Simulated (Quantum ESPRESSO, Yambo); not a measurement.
RbBr (rock salt, space group Fm-3m, No. 225) under isotropic strain of -0.7 % on all lattice vectors. The PBEsol cell relaxed from Materials Project entry mp-22867 was given an isotropic strain of -0.7 % on all lattice vectors, and the atoms were relaxed again. Chain: norm-conserving PBEsol (Quantum ESPRESSO, 46 Ry, no spin-orbit coupling); G0W0 in Yambo (4×4×4 Γ-centred k mesh, 145 bands and a 8 Ry block in the screening, 145 bands in G with the Bruneval-Gonze terminator, plasmon pole fitted at 27.2 eV); BSE (6×6×6 mesh, 3 valence and 7 conduction bands, static screening with 36 bands and a 4 Ry block, scissor 2.56 eV, Tamm-Dancoff).

| Item | Result |
|---|---|
| PBEsol gap (dense path) | 4.27 eV |
| PBEsol gap Γ → Γ on the GW mesh | 4.27 eV |
| PBEsol smallest direct gap on the GW mesh, at Γ | 4.27 eV |
| G0W0 direct gap at that point | 6.84 eV |
| G0W0 correction to the gap Γ → Γ | 2.56 eV |
| lowest exciton | no binding energy given (see below) |
| RPA electronic dielectric constant along x | 2.43 (8×8×8 mesh, PBEsol bands) |

Rough cost of the Yambo steps against G0W0 for 6 states: BSE within a factor of two, one RPA spectrum about 1/20.

Convergence of the G0W0 settings was not tested. The BSE states are vertical excitations (zero momentum). Convergence of the RPA response with its 8×8×8 mesh was not tested. The lowest state covers only about 3 of the 216 k points, so the mesh doesn't resolve it: its energy and its distance from the direct gap are mesh artefacts. An extended exciton needs a far denser mesh.

Spin-orbit splittings are left out.
